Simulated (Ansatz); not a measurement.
# What DFT gives for HfW$_{2}$

```xyz
6
Lattice="0.0000 3.7579 3.7579 3.7579 0.0000 3.7579 3.7579 3.7579 0.0000" Properties=species:S:1:pos:R:3 pbc="T T T"
Hf    0.0000    0.0000    0.0000
Hf    1.8790    1.8790    1.8790
W     4.6974    4.6974    4.6974
W     4.6974    2.8184    2.8184
W     2.8184    2.8184    4.6974
W     2.8184    4.6974    2.8184
```

Level: r2SCAN, no spin polarisation; 500 eV; 8×8×8 Γ-centred mesh; fermi-dirac occupations (width 0.1 eV); Ansatz 0.2.0, fixed geometry.

**Stress.** The pressure is 6.7 GPa (compression positive), so with the atoms held at these fractions the cell would first expand.
**Formation energy.** -0.15 eV an atom against the elements' usual phases (free molecules for gases, crystals otherwise, with no correction for O₂ or N₂), so it is bound against them; other compounds may still compete. Relaxing would lower it.
**At the Fermi level.** It is a metal, with about 2.4 states/eV a cell as the mean within 0.25 eV of the Fermi level, mostly W d (61 %) and Hf d (26 %).
**Charges.** Bader charges in e: Hf +1.53, W -0.76. In the mean Hf gives up most and W takes most.

Origin: a database entry at a rescaled volume.
